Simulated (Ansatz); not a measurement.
## Two states of GdBi2IO4

```
CELL_PARAMETERS angstrom
3.88001 0.00000 0.00000
0.00000 3.88001 0.00000
0.00000 0.00000 9.45506
ATOMIC_POSITIONS crystal
Bi 0.50000 0.50000 0.73920
Bi 0.50000 0.50000 0.26080
Gd 0.00000 0.00000 0.00000
I 0.00000 0.00000 0.50000
O 0.50000 0.00000 0.85400
O 0.00000 0.50000 0.85400
O 0.50000 0.00000 0.14600
O 0.00000 0.50000 0.14600
```

Single point in Ansatz 0.2.0 with LDA, with U_eff = 3.35 eV on Gd f, V = 0.21 eV between Gd f and O p within 2.857 Å (all-electron-ortho-atomic projectors). Cutoff 420 eV, PAW datasets, 6×6×3 Γ-centred k mesh, fermi-dirac filling (width 0.1 eV).

State A: no moments (no spin polarisation). State B: Gd3 up (collinear spin).

Question: Compare the two self-consistent states.

Answer: State B is lower by 1223.8 meV an atom at zero smearing; in free energy at this smearing B lies -1210.2 meV an atom from A.

```tsv
state	free energy (meV/atom)	largest moment in a small sphere (μB)	net moment (μB/cell)	gap on mesh (eV)	pressure (GPa)	largest force (eV/Å)
A	1210.2	0.00	0.00	metal	-1.2	0.13
B	0.0	6.85	7.00	1.38	-0.1	0.02
```

Origin: a known structure type with other elements, at an estimated volume, so it need not be a known compound. Caveats: no spin-orbit coupling, which can shift this gap by tenths of an eV; open f shell without moments; odd electron count without spin polarisation, so a magnetic state may lie lower.
